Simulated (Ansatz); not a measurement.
The relaxed structure here is a generated cell of HfSiO4: the first start was made by placing the elements on the sites of a structure type, and the end was not matched to a known phase here, so it may be hypothetical.

One stationary structure of HfSiO4. Space group F-43m (No. 216). Level of theory: PBE (plane waves to 420 eV, PAW, scalar-relativistic; Ansatz, a first-principles code).

```cif
data_Hf4O16Si4
_chemical_formula_sum 'Hf4 O16 Si4'
_space_group_name_H-M_alt 'F-43m'
_space_group_IT_number 216
_space_group_name_Hall 'F -4 2 3'
_cell_length_a 8.25616
_cell_length_b 8.25616
_cell_length_c 8.25616
_cell_angle_alpha 90.000
_cell_angle_beta 90.000
_cell_angle_gamma 90.000
loop_
_atom_site_label
_atom_site_type_symbol
_atom_site_symmetry_multiplicity
_atom_site_Wyckoff_symbol
_atom_site_fract_x
_atom_site_fract_y
_atom_site_fract_z
_atom_site_occupancy
Hf1 Hf 4 d 0.75000 0.75000 0.75000 1
O1 O 16 e 0.88582 0.88582 0.88582 1
Si1 Si 4 a 0.00000 0.00000 0.00000 1
```
(The calculation used a cell of 6 atoms; values per cell refer to that cell.)

Problem. What is the computed band gap (PBE)?

Solution. 4.76 eV, direct (no spin-orbit coupling).

No spin polarisation in the result.

The run could not lose the symmetry of its start: the end is stationary, and may be a saddle point rather than a minimum.
